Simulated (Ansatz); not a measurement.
Structure: AgTlS2 as one 4-atom ordering (P-4m2) on the zincblende lattice, at its r2SCAN minimum. It is tetragonal, P-4m2 (No. 115); a = 4.138 Å, c = 6.002 Å in the conventional setting, 25.70 Å³ an atom. Around Ag lie 4 S at 2.54 Å; around S lie 2 Ag at 2.54 Å and 2 Tl at 2.58 Å; around Tl lie 4 S at 2.58 Å.

The questions ask for values computed with Ansatz 0.2.0 on this geometry. Non-magnetic throughout. Whether this structure exists isn't addressed.

Given (6×6×4 mesh): PBE gives no gap: the lowest nominally empty band dips 0.01 eV below the top of the last filled one (its bottom at Γ–Z (0.10 of the way from Γ), the top at Γ), so the cell is a metal or semimetal at this level.

Question: Estimate the gap with LDA on 6×6×4.

Answer: LDA gives no gap: the lowest nominally empty band dips 0.01 eV below the top of the last filled one (its bottom at Γ–Z (0.10 of the way from Γ), the top at Γ), so the cell is a metal or semimetal at this level.

Question: How does the gap change from PBE to PBE+SOC (6×6×4)?

Answer: PBE+SOC gives an indirect gap of 0.04 eV, from Γ to Γ–Z (0.10 of the way from Γ); the least direct gap is 0.05 eV at Γ. (This is within a few times the smearing of 0.02 eV, so the filling near the edges can be smeared.) Least and direct gap differ so little that the kind isn't settled.

Question: How does the gap change from PBE to r2SCAN (6×6×4)?

Answer: r2SCAN gives no gap: the lowest nominally empty band dips 0.01 eV below the top of the last filled one (its bottom at Γ–Z (0.10 of the way from Γ), the top at Γ), so the cell is a metal or semimetal at this level.

Question: How does the gap change from PBE to HSE06 (4×4×4)?

Answer: The HSE06 gap is direct at Γ: 0.27 eV.

Question: What do these levels agree on?

Answer: Direct and least gap lie within 0.04 eV at some levels, so the kind of gap isn't settled.

Only the levels marked +SOC include spin-orbit coupling.

Where an edge lies off the special points, it is a point of the mesh or the k point where a search put PBE's edge or least direct gap, reused for the other functionals, whose own edges may lie a little apart.

The meshes of the hybrids are coarse, so their gaps aren't converged to the digits shown.

Set aside, since their points miss a band edge that the other levels read or their mesh is too coarse: HSE06+SOC.
